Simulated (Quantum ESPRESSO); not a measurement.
**Band energies of ScF₃**

```
ScF3
1.0
    2.80729     1.62079     2.29215
   -2.80730     1.62079     2.29214
   -0.00001    -3.24158     2.29214
F Sc
3 1
Direct
  0.50000   0.00000   0.00000
  0.00000   0.50000   0.00000
  0.00000   0.00000   0.50000
  0.00000   0.00000   0.00000
```

LDA (pw.x of Quantum ESPRESSO, ONCV potentials, scalar-relativistic); path ΓXMΓRX,MR; energies in eV from the valence-band maximum.

| k (1/Å) | point | band 12 | band 13 | band 14 | band 15 | band 16 | band 17 | band 18 | band 19 |
|---|---|---|---|---|---|---|---|---|---|
| 0.00 | Γ | -0.62 | -0.62 | -0.55 | -0.55 | -0.55 | 6.40 | 6.40 | 6.40 |
| 0.23 |  | -0.70 | -0.70 | -0.64 | -0.57 | -0.57 | 6.41 | 6.58 | 6.58 |
| 0.45 |  | -0.95 | -0.95 | -0.70 | -0.57 | -0.57 | 6.43 | 6.99 | 6.99 |
| 0.79 | X | -1.23 | -1.23 | -0.75 | -0.57 | -0.57 | 6.44 | 7.37 | 7.37 |
| 1.02 |  | -1.22 | -1.06 | -0.71 | -0.67 | -0.52 | 6.63 | 7.38 | 7.50 |
| 1.24 |  | -1.21 | -1.02 | -0.90 | -0.90 | -0.20 | 7.04 | 7.40 | 7.81 |
| 1.58 | M | -1.20 | -1.20 | -1.01 | -1.01 | -0.01 | 7.41 | 7.41 | 8.10 |
| 1.79 |  | -1.16 | -1.07 | -0.99 | -0.99 | -0.07 | 7.33 | 7.34 | 7.98 |
| 1.99 |  | -1.05 | -0.95 | -0.93 | -0.91 | -0.24 | 7.11 | 7.13 | 7.64 |
| 2.29 |  | -0.81 | -0.80 | -0.77 | -0.69 | -0.50 | 6.69 | 6.71 | 6.94 |
| 2.50 |  | -0.67 | -0.65 | -0.65 | -0.59 | -0.59 | 6.48 | 6.48 | 6.55 |
| 2.70 | Γ | -0.62 | -0.62 | -0.55 | -0.55 | -0.55 | 6.40 | 6.40 | 6.40 |
| 3.00 |  | -0.85 | -0.85 | -0.61 | -0.61 | -0.55 | 6.60 | 6.62 | 6.62 |
| 3.19 |  | -1.21 | -1.21 | -0.58 | -0.58 | -0.45 | 6.91 | 6.95 | 6.95 |
| 3.48 |  | -1.81 | -1.81 | -0.36 | -0.36 | -0.25 | 7.47 | 7.52 | 7.52 |
| 3.68 |  | -2.13 | -2.13 | -0.19 | -0.19 | -0.12 | 7.82 | 7.85 | 7.85 |
| 3.88 |  | -2.33 | -2.33 | -0.05 | -0.05 | -0.03 | 8.06 | 8.07 | 8.07 |
| 4.07 | R | -2.40 | -2.40 | 0.00 | 0.00 | 0.00 | 8.15 | 8.15 | 8.15 |
| 4.17 |  | -2.39 | -2.38 | -0.02 | -0.01 | -0.01 | 8.12 | 8.13 | 8.14 |
| 4.38 |  | -2.27 | -2.17 | -0.15 | -0.11 | -0.06 | 7.87 | 7.99 | 8.02 |
| 4.58 |  | -2.05 | -1.76 | -0.35 | -0.29 | -0.18 | 7.45 | 7.78 | 7.82 |
| 4.89 |  | -1.58 | -0.98 | -0.73 | -0.57 | -0.47 | 6.77 | 7.49 | 7.51 |
| 5.09 |  | -1.29 | -1.08 | -0.70 | -0.62 | -0.58 | 6.48 | 7.39 | 7.39 |
| 5.19 | X | -1.23 | -1.23 | -0.75 | -0.57 | -0.57 | 6.44 | 7.37 | 7.37 |
| 5.19 | M | -1.20 | -1.20 | -1.01 | -1.01 | -0.01 | 7.41 | 7.41 | 8.10 |
| 5.49 |  | -1.82 | -1.82 | -0.44 | -0.44 | 0.00 | 7.63 | 7.63 | 8.11 |
| 5.69 |  | -2.18 | -2.18 | -0.16 | -0.16 | 0.00 | 7.91 | 7.91 | 8.13 |
| 5.98 | R | -2.40 | -2.40 | 0.00 | 0.00 | 0.00 | 8.15 | 8.15 | 8.15 |

The LDA gap is indirect, 6.40 eV, from R to Γ; the smallest direct gap is 6.95 eV. Another valence extremum on the path lies within 0.02 eV, too close to call.

The cell is held in this high symmetry; tilts and polar distortions were not searched.

Geometry relaxed with LDA.
